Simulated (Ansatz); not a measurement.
**Cu (fcc, Cu type), energy against volume**

Cu (fcc, Cu type)

```cif
data_Cu4
_chemical_formula_sum 'Cu4'
_space_group_name_H-M_alt 'Fm-3m'
_space_group_IT_number 225
_space_group_name_Hall '-F 4 2 3'
_cell_length_a 3.56378
_cell_length_b 3.56378
_cell_length_c 3.56378
_cell_angle_alpha 90.000
_cell_angle_beta 90.000
_cell_angle_gamma 90.000
loop_
_atom_site_label
_atom_site_type_symbol
_atom_site_symmetry_multiplicity
_atom_site_Wyckoff_symbol
_atom_site_fract_x
_atom_site_fract_y
_atom_site_fract_z
_atom_site_occupancy
Cu1 Cu 4 a 0.00000 0.00000 0.00000 1
```
(The calculation used a cell of 1 atom; values per cell refer to that cell.)

The volume is varied about the relaxed value V₀ at fixed cell shape. Symmetry pins the atoms to their sites.

The numbers are results of PBEsol (plane waves to 420 eV, PAW, scalar-relativistic; Ansatz, an electronic-structure program), not measurements. k mesh 23×23×23 (Γ-centred), Fermi-Dirac smearing 0.05 eV. Energies are smeared free energies. Stress and pressure are positive under compression. Cu is run without spin polarisation. Cu was relaxed with its symmetry unable to fall. ΔE is measured from the relaxed starting cell.

| V (Å³/atom) | ΔE (eV/atom) | P (GPa) |
|---|---|---|
| 10.184 | 0.073 | 22.9 |
| 10.467 | 0.039 | 15.8 |
| 10.750 | 0.016 | 9.7 |
| 11.033 | 0.004 | 4.5 |
| 11.315 | 0.000 | -0.1 |
| 11.598 | 0.004 | -4.0 |
| 11.881 | 0.014 | -7.3 |
| 12.164 | 0.029 | -10.2 |
| 12.447 | 0.050 | -12.7 |

Summary:

| Item | Value |
|---|---|
| Pressure at the smallest volume | 22.9 GPa |
| Energy cost of the largest compression | 73 meV/atom |
| Energy cost of the largest expansion | 50 meV/atom |
| Bulk modulus B₀ (third-order Birch-Murnaghan fit) | 168 GPa |
| Pressure derivative B₀′ (fit) | 5.0 |
| Equilibrium volume of the fit | 11.31 Å³/atom |
| Pressure for 5 % compression (fit) | 9.8 GPa |

(A scan under strain: stresses follow from slopes of the energy per volume, elastic moduli from its curvatures.)
